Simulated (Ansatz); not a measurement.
Data:

C:
Space group Fd-3m, origin choice 1 (No. 227); a = b = c = 3.5546 Å, α = β = γ = 90.00°

```json
[
 {"atom": "C", "site": "8a", "symmetry": "-43m", "x": "0.0000", "y": "0.0000", "z": "0.0000"}
]
```
(The calculation used a cell of 2 atoms; values per cell refer to that cell.)

This is the r²SCAN+D4-relaxed structure.

Problem. All from DFT-r²SCAN+D4 in the program Ansatz with PAW potentials, unless another level is named. Estimate the Debye temperature from the elastic constants.

Solution. 2280 K.

Problem. Predict the elastic constants (relaxed ions, GPa).

Solution. C11 = 1120, C12 = 123, C44 = 593.

Symmetry was held in the r²SCAN+D4 relaxation.

Potentials: the later of the program's two PAW sets.
